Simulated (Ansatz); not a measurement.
HfC (zinc blende, F-43m), r²SCAN in the plane-wave PAW code Ansatz, all energies at zero smearing, with the estimated change up to a 700 eV cutoff added, with one set of potentials and settings (totals compare only within such a set). Cell of 2 atoms (1 Hf, 1 C): -15986.370 eV.

| element | reference phase | E (eV/atom) |
|---|---|---|
| Hf | P6_3/mmc, 2 atoms in the cell | -15733.7929 |
| C | P6_3/mmc, 4 atoms in the cell | -251.6688 |

Formation energy per atom, worked out: (-15986.370 − 1×(-15733.7929) − 1×(-251.6688))/2 = -0.454 eV/atom (-44 kJ per mol of atoms), at 0 K, without zero-point energy or fitted corrections.

The start of the workflow was typed in or built on a structure type; neither database checked (COD, Materials Project) lists it. It is not the phase usual at ambient conditions (space group No. 225). The r²SCAN relaxation kept the symmetry of its start; its stability against distortions is not shown here. The run is not spin-polarised. The references are the lowest solids computed at this level, not always the standard phases. Spin–orbit coupling is left out wherever it is not named.

Potentials: the earlier of the program's two PAW sets.
